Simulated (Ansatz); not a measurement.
Single point in Ansatz 0.2.0 with r2SCAN, no spin polarisation. Cutoff 500 eV, PAW datasets, 6×6×6 Γ-centred k mesh, fermi-dirac filling (width 0.1 eV).

Computed maps in the lattice plane spanned by a (left to right, 6.27 Å, 19 points from zero) and b (bottom to top, 6.27 Å, 19 points from zero), 60° apart, at height 0.750 along c. The fields are smooth PAW ones with compensation charges, not the true ones near nuclei.

Valence density. Digits on a logarithmic scale: 0 up to 0.03 e/Å³, each further digit a factor of 1.6, 9 from 1.3 e/Å³ up:
```
6666678765556787666
5556789986666899876
5555689998666899986
6545679999766799997
6544568999865689998
6443446788765567887
5443344566665556666
5444544455666666665
4456776544566787665
4467898764456899865
5468999986456899986
5457999997545799997
6446899998644689998
6444799999744467887
6543578998753456676
5543346787643345566
5544444566544444556
6555544444444455556
6655666554455666556
```

ELF. Ten even steps from '0' (0.00) to '9' (0.84):
```
4456544457775444565
5556531135885311356
6556530003575300035
6545641001466410014
5533554101345431014
4422244433444444334
5310013555565456555
5211211257876446787
5226886225785434587
5249999942575311357
5249966994255300035
5229930399225410014
4316960069613441014
5411896369811454334
6520289999820256555
6532016999610235666
5543211244211234555
4555543222223455554
4456654555555456654
```

Task: The cell is LaGe3W. Which atoms lie within 0.2 Å of this plane, and where (fractions of a and b)?

Result: La at (0.33, 0.33), Ge at (0.81, 0.39), Ge at (0.81, 0.81), Ge at (0.39, 0.81). The whole cell:
```
La W Ge
1.0
     3.13479    5.42961    0.00000
    -3.13479    5.42961    0.00000
     0.00000    0.00000    5.83033
La W Ge
2 2 6
Direct
  0.33330 0.33340 0.75000
  0.66660 0.66670 0.25000
  0.00000 0.00000 0.00000
  0.00000 0.00000 0.50000
  0.19335 0.19335 0.25000
  0.80665 0.38670 0.75000
  0.61330 0.19335 0.25000
  0.80665 0.80665 0.75000
  0.19335 0.61330 0.25000
  0.38670 0.80665 0.75000
```

Origin: a known structure type with other elements, at an estimated volume, so it need not be a known compound. Caveats: f levels without a U or exact exchange are poorly placed.
